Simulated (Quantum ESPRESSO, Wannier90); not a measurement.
# Wannierisation of Li$_{2}$Se (anti-fluorite)

```
begin unit_cell_cart
ang
    0.0000000000    2.9760450000    2.9760450000
    2.9760450000    0.0000000000    2.9760450000
    2.9760450000    2.9760450000    0.0000000000
end unit_cell_cart
begin atoms_frac
Li  -0.2500000000 -0.2500000000 -0.2500000000
Li   0.2500000000  0.2500000000  0.2500000000
Se   0.0000000000  0.0000000000  0.0000000000
end atoms_frac
```

Cell from Materials Project (mp-2286), symmetrised, no further relaxation. COD (Crystallography Open Database) has an entry of this formula and space group (matched by these alone). Computed values, not measurements, from PBE: Quantum ESPRESSO (norm-conserving PseudoDojo potentials, cutoff 69 Ry, no spin polarisation, no spin-orbit coupling) on a Γ-centred 10×10×10 mesh, then Wannier90. Density: 10×10×10 mesh, cold smearing 0.01 Ry. Spin-orbit coupling, left out, would split the p-like bands by a few tenths of an eV.

Bands 8-11 form an isolated set from -11.46 to 0.00 eV relative to the valence-band maximum (on the path) and are turned into 4 Wannier functions by minimising the spread from the start: sp3 on Se.

Problem. Where do the functions sit, how wide are they and what are they made of?

Solution. 
```tsv
functions	spread (Å²)	nearest atom, distance (Å)	second atom, distance (Å)	weight on atomic waves
4	1.72	Se 0.54	Li 2.04	Se 4p 67 %, Se 4s 22 %, Li 2s 9 %
```

Ω_I = 5.68 Å², Ω_total = 6.86 Å²; the interpolated bands follow pw.x to 0.2 meV rms on the path. It is the lowest total spread that any start reached here.
